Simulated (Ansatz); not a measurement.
**BaB2Ir2: reading a single point**

```xyz
5
Lattice="0.0000 3.9654 0.0000 3.9654 0.0000 0.0000 1.9827 1.9827 -5.7475" Properties=species:S:1:pos:R:3 pbc="T T T"
Ir    1.9827    3.9654   -2.8738
Ir    3.9654    1.9827   -2.8738
B     1.9827    1.9827   -1.4369
B     3.9654    3.9654   -4.3107
Ba    0.0000    0.0000    0.0000
```

Method: r2SCAN, no spin polarisation; PAW, plane waves to 500 eV, 7×7×7 Γ-centred mesh, methfessel-paxton occupations (width 0.2058 eV) (Ansatz 0.2.0), atoms fixed.

Question: Which atom feels the largest force, and which way?

Answer: The largest is on B3 (and as large on other atoms): 4.03 eV/Å, components (0.00, 0.00, -4.03). It makes 54° with the line to a nearest neighbour, Ir1 at 2.45 Å.

Question: Is it stable against the elements?

Answer: 0.15 eV an atom against the elements' usual phases (free molecules for gases, crystals otherwise, with no correction for O₂ or N₂), so at this geometry it isn't bound against them. Relaxing would lower it.

Question: What happens at the Fermi level?

Answer: It is a metal, with about 3.3 states/eV a cell as the mean within 0.25 eV of the Fermi level, mostly Ir d (60 %) and B p (23 %).

Question: What does the stress say?

Answer: The pressure is -19.5 GPa (compression positive), so with the atoms held at these fractions the cell would first shrink; the forces are large, so a full relaxation may end otherwise. The principal stresses -23.4, -17.6, -17.6 GPa differ, so its shape would change too.

Question: How is the charge shared?

Answer: Bader charges in e: Ba +1.32, B -0.26, Ir -0.40. In the mean Ba gives up most and Ir takes most.

Origin: a database entry at a rescaled volume. Caveats: many states at the Fermi level without spin polarisation, so a magnetic state may lie lower; forces this large suggest misplaced atoms in the database entry; atoms or cell far from equilibrium; wide smearing.
